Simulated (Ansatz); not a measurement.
The elements of this relaxed trial crystal are hidden behind letters.

```
lattice vectors (Å)
   6.3065    0.0000    0.0000
   0.0000    6.3065    0.0000
   0.0000    0.0000    3.2379
fractional positions
X 0.5000 0.5000 0.5000
Z 0.0000 0.0000 0.0000
Z 0.0000 0.5000 0.0000
Z 0.5000 0.0000 0.0000
```

All numbers below come from DFT PBE, scalar-relativistic, plane waves, PAW (Ansatz 0.2.0). The final run on the 4-atom cell used 420 eV, a Γ-centred 8×8×14 mesh, 0.10 eV smearing and no spin polarisation.

```
Space group                               : P4/mmm (No. 123)
Conventional cell                         : a = 6.306 Å, c = 3.238 Å
Volume per atom                           : 32.19 Å³
Density                                   : 8.17 g/cm³
Energy over the elements                  : −0.03 eV/atom
Gap on the 8×8×14 mesh of the 4-atom cell : 0 eV (a metal)
```

Energies are uncorrected and count from the elements' standard states at the same level.

Q: X is an s-block element of period 2 and Z is a p-block element of period 6. Which elements are they?

A: X = Li, Z = Bi, so the formula is LiBi3. Density times volume gives a mean mass of 8.17 × 32.19/1.6605 = 158.4 u per atom, and this set has 158.5 u. Around Li lie 2 Li at 3.24 Å and 8 Bi at 3.54 Å; around Bi on a site of symmetry 4/mmm lie 6 Bi at 3.15–3.24 Å; Bi on a site of symmetry mmm has 4 Bi at 3.15–3.24 Å and 4 Li at 3.54 Å. Other sets within the hints have nearly the same mass, so mass alone doesn't settle it; this one was computed.

These runs have no spin–orbit coupling, which can matter for Bi. A structure relaxed within its symmetry needn't be a true minimum.
